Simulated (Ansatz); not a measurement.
P$_{2}$Ru:
```xyz
6
Lattice="5.0766 0.0000 0.0000 0.0000 5.8390 0.0000 0.0000 0.0000 2.8502" Properties=species:S:1:pos:R:3 pbc="T T T"
P      1.7122     5.0908     1.4251
P      3.3644     0.7482     1.4251
P      4.2505     3.6677     0.0000
P      0.8261     2.1713     0.0000
Ru     2.5383     2.9195     1.4251
Ru     0.0000     0.0000     0.0000
```

Relaxed with LDA. Special points in fractions of this cell's reciprocal vectors: Γ (0.000, 0.000, 0.000); X (0.500, 0.000, 0.000); S (0.500, 0.500, 0.000); Y (0.000, 0.500, 0.000); Z (0.000, 0.000, 0.500); U (0.500, 0.000, 0.500); R (0.500, 0.500, 0.500); T (0.000, 0.500, 0.500).

### Question
List the band energies nearest the valence-band maximum at these points for LDA (plane waves, PAW; program Ansatz).

### Answer
In eV from the valence-band maximum; about four levels below and three above (degenerate sets whole), none deeper than 8.9 eV; points with the same levels are listed once.

| k | below | above |
|---|---|---|
| Γ | -1.30 -0.86 -0.61 -0.33 | 1.59 3.17 3.57 |
| X | -1.05 -1.05 -0.59 -0.59 | 3.85 3.85 3.95 3.95 |
| S | -0.51 -0.51 -0.46 -0.46 | 2.74 2.74 4.16 4.16 |
| Y | -0.69 -0.69 -0.65 -0.65 | 2.85 2.85 3.16 3.16 |
| Z | -1.14 -1.14 -0.95 -0.95 | 1.19 1.19 3.10 3.10 |
| U | -2.17 -2.17 -1.32 -1.32 | 2.10 2.10 3.40 3.40 |
| R | -1.64 -1.64 -0.29 -0.29 | 1.58 1.58 2.71 2.71 |
| T | -2.08 -2.08 0.00 0.00 | 1.37 1.37 2.03 2.03 |

Space group Pnnm. The first step of the workflow began from a Materials Project structure, measured or hypothetical; the Crystallography Open Database files this formula in space group No. 58, but the cells were not matched. Its standing as an ambient phase is unchecked. The cell was relaxed with LDA under the symmetry of its start; its stability against distortions is not shown here. No spin polarisation was allowed. Spin–orbit coupling is left out wherever it is not named.

Potentials: the later of the program's two PAW sets.
